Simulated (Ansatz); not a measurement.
Ti (hcp, Mg type), conventional cell a = b = 2.939 Å, c = 4.650 Å, α = β = 90.00°, γ = 120.00°. The calculation uses the primitive cell of 2 atoms, to which meshes and values per cell refer.

The relaxed cell is deformed in two ways at once: its volume V is scaled, and at that volume it is stretched along z (the c axis of the conventional cell) so that c/a changes. Fractional atomic positions are held.

These are PBE (plane waves to 420 eV, PAW, scalar-relativistic; Ansatz, a quantum-chemistry and plane-wave program) values and carry that method's errors. k mesh 18×18×10 (Γ-centred), Fermi-Dirac smearing 0.05 eV. Compression counts positive. With partly filled bands, the response to shear is sensitive to the k mesh, so small differences along c/a are uncertain. The PAW data are Ansatz's earlier set. Ti is run without spin polarisation. Ti was relaxed with its symmetry unable to fall. The last digit holds for this mesh only.

Changes of σzz (GPa) from the point V/V₀ = 1.000, (c/a)/(c/a)₀ = 1.000 when one coordinate moves alone (two changes are said to add if the coupling is within 5 % of the smaller one, nearly so within 20 %):

```tsv
point	change
V/V₀ = 1.000, (c/a)/(c/a)₀ = 0.960	3.15
V/V₀ = 1.000, (c/a)/(c/a)₀ = 0.980	1.60
V/V₀ = 0.920, (c/a)/(c/a)₀ = 1.000	11.05
V/V₀ = 0.960, (c/a)/(c/a)₀ = 1.000	5.02
V/V₀ = 1.040, (c/a)/(c/a)₀ = 1.000	-4.15
V/V₀ = 1.080, (c/a)/(c/a)₀ = 1.000	-7.58
V/V₀ = 1.000, (c/a)/(c/a)₀ = 1.020	-1.51
V/V₀ = 1.000, (c/a)/(c/a)₀ = 1.040	-2.85
```

Problem. Do the two effects add at V/V₀ = 1.080, (c/a)/(c/a)₀ = 1.020? Give the computed change.

Solution. The sum of the single changes is -7.58 + (-1.51) = -9.09; the calculation gives -8.81, so the coupling contributes 0.28 (under 20 % of the smaller single change, nearly additive).

Problem. Do the two effects add at V/V₀ = 1.040, (c/a)/(c/a)₀ = 0.980? Give the computed change.

Solution. The sum of the single changes is -4.15 + (1.60) = -2.55; the calculation gives -2.66, so the coupling contributes -0.11 (under 20 % of the smaller single change, nearly additive).

(A scan under strain: stresses follow from slopes of the energy per volume, elastic moduli from its curvatures.)
